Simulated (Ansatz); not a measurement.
A geometry of Ru away from equilibrium: step 2 of the relaxation of a relaxed Ru cell, doubled along one cell vector, shaken by Gaussian noise of σ = 0.08 Å a coordinate. The numbers are results of PBE (plane waves to 420 eV, PAW, scalar-relativistic; Ansatz, a quantum-chemistry and plane-wave program), not measurements. Γ-centred k-mesh 7×7×6 on the run's cell (coarser than for final values), Fermi–Dirac smearing 0.05 eV.

```xyz
8
Lattice="4.7196 0.0406 0.0031 0.0406 4.6920 -0.0488 0.0034 -0.0550 5.3197" Properties=species:S:1:pos:R:3:forces:R:3 pbc="T T T" free_energy=-47024.922 pressure_GPa=3.3
Ru     3.9144     3.9196     1.3942    0.0914    0.0422   -0.6210
Ru     3.9774     3.8421     3.9294    0.0258   -0.5812    0.5562
Ru     0.7553     0.8551    -0.0776   -0.0215    0.4396    0.6323
Ru     0.8812     0.7554     2.6033    0.3841   -0.2805    0.0126
Ru     3.1910     1.5844     1.8529    0.2357   -0.0858    0.1719
Ru     3.1377     1.4620     4.5761   -0.5233   -0.0675   -0.5499
Ru     1.5321     3.2318     0.6215   -0.1448    0.3961   -0.1070
Ru     1.5907     3.0779     3.3032   -0.0474    0.1370   -0.0951
```

Positions in Å, forces in eV/Å, free energy of the cell in eV (comparable only within this code, potentials and settings). Largest force: 0.80 eV/Å, on Ru2 (atoms numbered as listed); the geometry lies 0.62 eV/atom above the end of its relaxation.

No spin polarisation in the result.

Of the parent cell (P4₁2₁2 (No. 92)): it is a generated cell of Ru: the first start was made by a random draw of sites in a space group, and the end was not matched to a known phase here, so it may be hypothetical. Known forms of Ru include space group No. 194.
